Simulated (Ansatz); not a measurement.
ZnInGaO4 (InGaZnO4 type, space group R3m)

```
ZnInGaO4
1.0
    1.67802     0.96880     8.70383
   -1.67802     0.96880     8.70383
    0.00000    -1.93761     8.70383
In Ga Zn O
1 1 1 4
Cartesian
  0.00000   0.00000  26.03106
  0.00000   0.00000   5.56036
  0.00000   0.00000  20.39825
  0.00000   0.00000   3.56366
  0.00000   0.00000  22.95097
  0.00000   0.00000   7.54012
  0.00000   0.00000  18.40152
```

The slice is a (-1 1 0 4) plane (indices of the conventional cell) through the point (0.781, 0.781, 0.781) (fractional), spanned by u = [1 0 -1] and v = [1 -1 1] in vectors of this cell: u (3.36 Å) and v (9.53 Å, at 90° to u). It covers one period; positions are fractions (u, v).

All values below come from PBE (plane waves to 420 eV, PAW, scalar-relativistic; Ansatz, a first-principles code). k mesh 11×11×11. These are valence fields of a PAW run, semicore shells included where kept as valence: close to a nucleus they are smooth pseudo fields. ZnInGaO4 was relaxed with its symmetry unable to fall.

**Question.** Predict the map of the valence electron density on the slice.

**Answer.** 
```
|%%##++--::::::::--++##|
|++++==::........::==++|
|----::::..    ..::::--|
|----::....    ....::--|
|==--::::..    ..::::--|
|====--::........::--==|
|==----::::::::::::----|
|----::----====----::--|
|::::::--++****++--::::|
|::::--==**####**==--::|
|::::--==**####**==--::|
|------==++****++==----|
|++====--==++++==--====|
|****==------------==**|
|####++--::::::::--++##|
|####++--::....::--++##|
|**++==--..    ..--==++|
|====--::..    ..::--==|
|----::....    ....::--|
|==--::....    ....::--|
|====--::..    ..::--==|
|====--::..    ..::--==|
|====--::..    ..::--==|
|----::..        ..::--|
|----::..        ..::--|
|::::....        ....::|
|::::..            ..::|
|::::....        ....::|
|----::............::--|
|++++==::::::::::::==++|
|%%##++--::::::::--++##|
|@@%%++--::::::::--++%%|
```
Scale: ten equal steps from -1.59 (start of ' ') to 1.67 (end of '@'), in the order ' .:-=+*#%@'. Values: log₁₀ of the valence density in e/Å³. The map has 11 points along u (two characters each, u = 0 at the left) and 32 along v (v = 0 in the bottom row). The scale is logarithmic, as a density can span decades between atoms and voids.
